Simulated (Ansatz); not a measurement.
TaI₃ in the ReO3-type structure

The computed numbers are results of PBE, scalar-relativistic (collinear spin) in the plane-wave PAW code Ansatz at 420 eV, 6×6×3 k-mesh, Gaussian smearing of 0.05 eV. The datasets are Ansatz's generated set soft_2.

```cif
data_structure
_symmetry_space_group_name_H-M 'P 1'
_symmetry_Int_Tables_number 1
_cell_length_a 7.9311
_cell_length_b 7.9311
_cell_length_c 11.2163
_cell_angle_alpha 45.000
_cell_angle_beta 45.000
_cell_angle_gamma 60.000
_cell_volume 352.77
loop_
_atom_site_label
_atom_site_type_symbol
_atom_site_fract_x
_atom_site_fract_y
_atom_site_fract_z
_atom_site_occupancy
Ta1 Ta 0.00000 0.00000 0.00000 1
I1 I 0.50000 0.00000 0.75000 1
I2 I 0.00000 0.00000 0.25000 1
I3 I 0.00000 0.50000 0.75000 1
Ta2 Ta 0.00000 0.00000 0.50000 1
I4 I 0.50000 0.00000 0.25000 1
I5 I 0.00000 0.00000 0.75000 1
I6 I 0.00000 0.50000 0.25000 1
```

The start was a prototype's sites filled with these elements, not a measured cell. The ideal cubic cell shuts out tilts of the octahedra, which such structures often take.

Magnetic state: antiferromagnetic, site spin moments Ta 0.87, -0.87 μB.

The cell above was scaled in volume, and the atoms were relaxed at each volume within its symmetry. Energies are counted from the cell above.

The cell is relaxed to zero pressure at this level.

| V (Å³/atom) | ΔE (meV/atom) | P from the stress (GPa) |
| --- | --- | --- |
| 41.671 | 16.10 | 2.26 |
| 42.332 | 8.23 | 1.57 |
| 43.214 | 1.96 | 0.74 |
| 44.096 | 0.00 | 0.00 |
| 44.978 | 1.86 | -0.65 |
| 45.860 | 7.09 | -1.23 |
| 47.183 | 20.42 | -1.97 |
| 48.506 | 39.32 | -2.58 |

Task: Do the energies and the pressures agree? Compare −ΔE/ΔV between neighbouring points (1 meV/Å³ = 0.1602 GPa) with the mean of their pressures.

Result: 
```tsv
interval (Å³/atom)	−ΔE/ΔV (GPa)	mean P (GPa)
41.67 to 42.33	1.9	1.9
42.33 to 43.21	1.1	1.2
43.21 to 44.10	0.4	0.4
44.10 to 44.98	-0.3	-0.3
44.98 to 45.86	-1.0	-0.9
45.86 to 47.18	-1.6	-1.6
47.18 to 48.51	-2.3	-2.3
```
They differ by 0.02 GPa at most.

Task: What do the two routes give for V0, B0 and B0′?

Result: A third-order Birch–Murnaghan fit of the energies: V0 = 44.09 Å³/atom, B0 = 35 GPa, B0′ = 5.1. A polynomial of P in ln V, with B = −dP/d ln V at P = 0: V0 = 44.10 Å³/atom, B0 = 35 GPa, B0′ = 5.2.

The largest spin moment goes from 0.75 to 1.08 μB along the curve.

B0·V0 = 34.6 GPa × 44.09 Å³ = 9.53 eV/atom sets the scale: near the minimum ΔE ≈ ½ B0 V0 x², with x = V/V0 − 1, and a pressure of 0.3 GPa squeezes the volume by about 1 %. At the ends of the curve: x = −5.5 % predicts 14.3 meV/atom and the run gives 16.1; x = +10.0 % predicts 47.8 meV/atom and the run gives 39.3. The curve is steeper than the parabola on the compressed side and flatter on the expanded side: the bulk modulus rises with pressure.

The site moments grow with the volume, as the open shell mixes less with its neighbours.

The moments change along the equation of state, so B0 holds a magnetic softening and is less sure. Spin–orbit coupling, which matters for such heavy elements, is left out. The run wasn't fully tested for a lower electronic state. The program warned that the potential is rough where the density is thin (voids or gaps), so long spacings are poorly fixed. Site moments are of spin, integrated over atomic spheres. The run is a metal.
